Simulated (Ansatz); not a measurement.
Single point in Ansatz 0.2.0 with LDA, no spin polarisation. Cutoff 420 eV, PAW datasets, 5×5×3 Γ-centred k mesh, gaussian filling (width 0.0893 eV).

Computed maps in the lattice plane spanned by a (left to right, 5.64 Å, 17 points from zero) and b (bottom to top, 5.64 Å, 17 points from zero), 65° apart, at height 0.680 along c. The fields are smooth PAW ones with compensation charges, not the true ones near nuclei.

Valence density. Digits on a logarithmic scale: 0 up to 0.03 e/Å³, each further digit a factor of 1.6, 9 from 1.3 e/Å³ up:
```
56899754333444444
57999986434455444
46999998544566544
46999999755566654
44799999766666654
33579999778765544
22346887667865443
21124555556765433
21112234456777543
21000123457999864
32100012358999985
53210001258999997
64211000246999999
64321100124799999
64332210113579998
55444321112346676
55666532222344455
```

**Question.** The cell is KH₃Pt₈. Which atoms lie within 0.2 Å of this plane, and where (fractions of a and b)?

**Answer.** Pt at (0.27, 0.77), Pt at (0.77, 0.27). The whole cell:
```yaml
crystal:
  lattice:
    - [4.75681, 3.03614, 0.00000]
    - [4.75681, -3.03614, 0.00000]
    - [0.74015, 0.00000, -8.46000]
  atoms:
    - { symbol: H, position: [0.62000, 0.62000, 0.71000] }
    - { symbol: H, position: [0.38000, 0.38000, 0.29000] }
    - { symbol: Pt, position: [0.22000, 0.22000, 0.46000] }
    - { symbol: Pt, position: [0.78000, 0.78000, 0.54000] }
    - { symbol: H, position: [0.00000, 0.00000, 0.50000] }
    - { symbol: K, position: [0.00000, 0.00000, 0.00000] }
    - { symbol: Pt, position: [0.27000, 0.77000, 0.68000] }
    - { symbol: Pt, position: [0.23000, 0.73000, 0.32000] }
    - { symbol: Pt, position: [0.73000, 0.23000, 0.32000] }
    - { symbol: Pt, position: [0.77000, 0.27000, 0.68000] }
    - { symbol: Pt, position: [0.69000, 0.69000, 0.90000] }
    - { symbol: Pt, position: [0.31000, 0.31000, 0.10000] }
```

Origin: a known structure type with other elements, at an estimated volume, so it need not be a known compound. Caveats: many states at the Fermi level without spin polarisation, so a magnetic state may lie lower; atoms or cell far from equilibrium.
